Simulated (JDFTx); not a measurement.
An input for JDFTx (a modified build) (W(100), linear PCM (GLSSA13), water, 1 M NaF; bohr, hartree) and the course of its log:

```
lattice \
  8.4726051077 0.0000000000 0.0000000000 \
  0.0000000000 8.4726051077 0.0000000000 \
  0.0000000000 0.0000000000 44.9754817661
coords-type Lattice
ion W 0.5000000000 0.0000000000 -0.0937156560 0
ion W 0.0000000000 0.5000000000 -0.0937156560 0
ion W 0.0000000000 0.0000000000 -0.0333016810 0
ion W 0.5000000000 0.5000000000 -0.0333016810 0
ion W 0.5000000000 0.0000000000 0.0333016810 0
ion W 0.0000000000 0.5000000000 0.0333016810 0
ion W 0.0000000000 0.0000000000 0.0937156560 0
ion W 0.5000000000 0.5000000000 0.0937156560 0
ion-species pseudo/w_pbe_v1.2.upf
elec-cutoff 20 100
elec-ex-corr gga-PBE
coulomb-interaction Slab 001
coulomb-truncation-embed 0 0 0
kpoint-folding 6 6 1
elec-smearing Fermi 0.01
elec-n-bands 72
target-mu -0.144792
electronic-scf nIterations 100 energyDiffThreshold 1e-07
fluid LinearPCM
pcm-variant GLSSA13
fluid-solvent H2O
fluid-cation Na+ 1
fluid-anion F- 1
fluid-minimize nIterations 400 knormThreshold 1e-12
wavefunction read f0.wfns
elec-initial-eigenvals f0.eigenvals
elec-initial-fillings read f0.fillings
fluid-initial-state f0.fluidState
dump-name f0_u0.$VAR
dump End State Ecomponents EigStats BandEigs Forces ElecDensity IonicPositions Fillings Kpoints Dtot FluidDebug BoundCharge FluidDensity
```

```
[one cycle in 5 is shown, and the last three; fluid-solver lines are left out]
	FillingsUpdate:  mu: -0.144792000  nElectrons: 109.343815
SCF: Cycle:  0   G: -532.219306125919957   dG: +9.836e-01   |Residual|: 1.092e-01   |deigs|: 2.219e-06
	FillingsUpdate:  mu: -0.144792000  nElectrons: 111.516855
SCF: Cycle:  5   G: -533.184009117518258   dG: -2.224e-02   |Residual|: 1.599e-02   |deigs|: 5.815e-04
	FillingsUpdate:  mu: -0.144792000  nElectrons: 111.478797
SCF: Cycle: 10   G: -533.188070229574578   dG: +8.407e-04   |Residual|: 1.474e-02   |deigs|: 2.532e-04
	FillingsUpdate:  mu: -0.144792000  nElectrons: 111.213298
SCF: Cycle: 15   G: -533.151512052408748   dG: -4.479e-03   |Residual|: 2.522e-02   |deigs|: 9.492e-05
	FillingsUpdate:  mu: -0.144792000  nElectrons: 110.690544
SCF: Cycle: 20   G: -533.050585342668455   dG: -1.273e-02   |Residual|: 4.586e-02   |deigs|: 2.521e-04
	FillingsUpdate:  mu: -0.144792000  nElectrons: 107.602722
SCF: Cycle: 25   G: -531.292165099481167   dG: -6.718e-01   |Residual|: 1.705e-01   |deigs|: 2.248e-03
	FillingsUpdate:  mu: -0.144792000  nElectrons: 112.352929
SCF: Cycle: 30   G: -533.106768588828004   dG: +9.655e-02   |Residual|: 4.035e-02   |deigs|: 4.642e-03
	FillingsUpdate:  mu: -0.144792000  nElectrons: 111.035565
SCF: Cycle: 35   G: -533.175131179307300   dG: -1.027e-02   |Residual|: 2.153e-02   |deigs|: 3.153e-04
	FillingsUpdate:  mu: -0.144792000  nElectrons: 108.316897
SCF: Cycle: 40   G: -532.195708908072106   dG: +1.016e+00   |Residual|: 1.271e-01   |deigs|: 1.135e-02
	FillingsUpdate:  mu: -0.144792000  nElectrons: 112.671197
SCF: Cycle: 45   G: -532.924308650622038   dG: +2.870e-01   |Residual|: 6.615e-02   |deigs|: 7.062e-03
	FillingsUpdate:  mu: -0.144792000  nElectrons: 108.133648
SCF: Cycle: 50   G: -532.319123652627127   dG: -1.307e+00   |Residual|: 1.302e-01   |deigs|: 5.691e-03
	FillingsUpdate:  mu: -0.144792000  nElectrons: 111.634122
SCF: Cycle: 55   G: -533.173605527469931   dG: +2.147e-02   |Residual|: 2.311e-02   |deigs|: 1.063e-03
	FillingsUpdate:  mu: -0.144792000  nElectrons: 106.159534
SCF: Cycle: 60   G: -530.876351413074872   dG: +2.200e+00   |Residual|: 2.051e-01   |deigs|: 2.332e-02
	FillingsUpdate:  mu: -0.144792000  nElectrons: 110.547322
SCF: Cycle: 65   G: -533.229083992768665   dG: -6.800e-03   |Residual|: 9.954e-03   |deigs|: 6.150e-04
	FillingsUpdate:  mu: -0.144792000  nElectrons: 110.140260
SCF: Cycle: 70   G: -533.220964354551938   dG: -1.519e-01   |Residual|: 1.949e-02   |deigs|: 6.980e-03
	FillingsUpdate:  mu: -0.144792000  nElectrons: 110.585513
SCF: Cycle: 75   G: -533.233317725263873   dG: -9.416e-03   |Residual|: 6.606e-03   |deigs|: 2.365e-03
	FillingsUpdate:  mu: -0.144792000  nElectrons: 110.505586
SCF: Cycle: 80   G: -533.231533975556999   dG: -6.465e-03   |Residual|: 7.108e-03   |deigs|: 7.944e-04
	FillingsUpdate:  mu: -0.144792000  nElectrons: 110.340831
SCF: Cycle: 85   G: -533.238299309731019   dG: -8.905e-03   |Residual|: 9.790e-03   |deigs|: 1.016e-03
	FillingsUpdate:  mu: -0.144792000  nElectrons: 110.661810
SCF: Cycle: 90   G: -533.231362866543805   dG: -5.134e-05   |Residual|: 9.777e-03   |deigs|: 1.953e-03
	FillingsUpdate:  mu: -0.144792000  nElectrons: 110.699877
SCF: Cycle: 95   G: -533.229184171892371   dG: +1.131e-04   |Residual|: 1.062e-02   |deigs|: 4.576e-05
	FillingsUpdate:  mu: -0.144792000  nElectrons: 110.706840
SCF: Cycle: 97   G: -533.228860574591181   dG: -3.597e-04   |Residual|: 1.117e-02   |deigs|: 7.232e-05
	FillingsUpdate:  mu: -0.144792000  nElectrons: 110.471490
SCF: Cycle: 98   G: -533.234231342217186   dG: -5.371e-03   |Residual|: 6.929e-03   |deigs|: 1.103e-03
	FillingsUpdate:  mu: -0.144792000  nElectrons: 110.241900
SCF: Cycle: 99   G: -533.230828733126600   dG: +3.403e-03   |Residual|: 1.381e-02   |deigs|: 9.185e-04
SCF: None of the convergence criteria satisfied after 100 iterations.
IonicMinimize: Iter:   0  G: -533.230828733126600  |grad|_K:  0.000e+00
IonicMinimize: Converged (|grad|_K<1.000000e-04).
```

This run gave no converged result. The electronic loop ended without meeting its threshold, so the last energy, electron count and forces aren't results.
